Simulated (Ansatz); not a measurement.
Input file for Ansatz (an electronic-structure program):

Ansatz 0.2 input:
```yaml
crystal:
  lattice:
    - [0.0, 1.812378107, 1.812378107]
    - [1.812378107, 0.0, 1.812378107]
    - [1.812378107, 1.812378107, 0.0]
  atoms:
    - { symbol: N, position: [0.75, 0.75, 0.75] }
    - { symbol: B, position: [0.0, 0.0, 0.0] }
kpoints:
  mp_grid: { grid: [13, 13, 13] }
basis: { xc_grid: 2, fft_grid_basis: typed }
hamiltonian:
  xc: pbe
  pseudopotentials: { kind: paw }
scf:
  occupations: { method: fixed }
checkpoint: { read: static.run }
output: { write_density: true, elf: true, volumetric_format: npy }
```

Output (shortened):

```
Pseudopotential: N, paw, valence charge 5
Pseudopotential: B, paw, valence charge 3
Functional definition: PBE
Crystal: 2 atoms, lattice volume = 11.906 Å³
Basis set: ecut = 420 eV, 259 PW (Γ), exchange–correlation on 36×36×36 points (8 copies of the dense FFT grid, shifted against one another)
Bands: 8, of which v1, the nominal top of the filled ones, is band 4 counted from 1 (3 counted from 0)
Symmetry: 24 space group operations
Space group: F-43m (ITA 216), of the structure as read, at distance tolerance 2.3e-5 Å
k-points: 84 of 2197 (time reversal used)
Stability of the state it starts from, as read at its close in the unpolarized treatment …
iter 1 solved again at ethr=4.79e-9 eV; its pass at ethr=3.10e-3 eV (dr2=3.84e-7 eV) is discarded
SCF iter   1: F=—  HF=-542.275966 eV  |F-HF|=—  |Δ(HF+E_count)|=         —  Δρ=8.01e-7  dr2=4.84e-11  ethr=4.79e-9  ⟨swp⟩=3.0  Hψ=5759  notcnv=0  defer=140
preconditioner: auto → none
SCF iter   2: F=-542.275966 eV  HF=-542.275966 eV  |F-HF|=4.77e-12  |Δ(HF+E_count)|=  1.71e-10  Δρ=2.99e-7  dr2=6.95e-12  ethr=1.00e-12  ⟨swp⟩=5.7  Hψ=3038  notcnv=0
SCF 1 converged in 2 iterations: F = -542.275966 eV  dr2 = 6.95e-12
SCF converged after 2 iterations
Free energy (F): -542.275966 eV
Harris-Foulkes:  -542.275966 eV  (|F-HF|=4.77e-12)
Internal energy: -542.275966 eV  (E = F + TS)
E sigma→0 (E₀):  -542.275966 eV
Fermi energy:    11.049953 eV
--- Per-component energies (eV) ---
  E_band       = 25.729573
  E_kinetic    = 185.137536
  E_local      = -176.095994  (includes V_loc(G=0)·N_el)
  E_nonlocal   = 56.517795
  E_hartree    = 49.318354
  E_xc         = -93.328672
  E_vxc        = -116.075500  (∫ρ·V_xc dr)
  E_paw        = -206.405049  (= ΣΔE_a)
  E_vpaw       = -22.391048  (= ΣTr[D̂ρ^β])
  E_aug_tail   = 0.000103  (compensation charges beyond the density's cutoff)
  E_ewald      = -357.420039
  E_smearing   =  0.000000  (= −TS)
  E_closure    =  0.000000  (closes the sum)
  Σ components = -542.275966   (vs F -542.275966, Δ=0.00e0)
  [band-id]    e_kinetic+e_local+e_nonlocal+2·e_hartree+e_vxc+e_vpaw+e_augmentation_tail = 25.729599   (vs E_band 25.729573, Δ=2.66e-5)
--- Band table (eV; the first three rows and the last of 84) ---
  k-point 0: bands = ["-9.0902", "11.0500", "11.0500", "11.0500", "19.8421", "19.8421", "19.8421", "21.2409"]
  k-point 1: bands = ["-8.9470", "10.2686", "10.8967", "10.8967", "20.0124", "20.0753", "20.0753", "21.7348"]
  k-point 2: bands = ["-8.5219", "8.4166", "10.5117", "10.5117", "20.2791", "20.6386", "20.6386", "22.9384"]
  k-point 83: bands = ["-3.3391", "3.2671", "4.1581", "5.0563", "20.4917", "23.9790", "25.0849", "26.4920"]
```

Cost: around 1.0 core-seconds (rough) on shared cores.

Symmetry was held in the PBE relaxation; phonons on a q-mesh show no instability.

Potentials: the later of the program's two PAW sets.

Ansatz is a plane-wave DFT program.
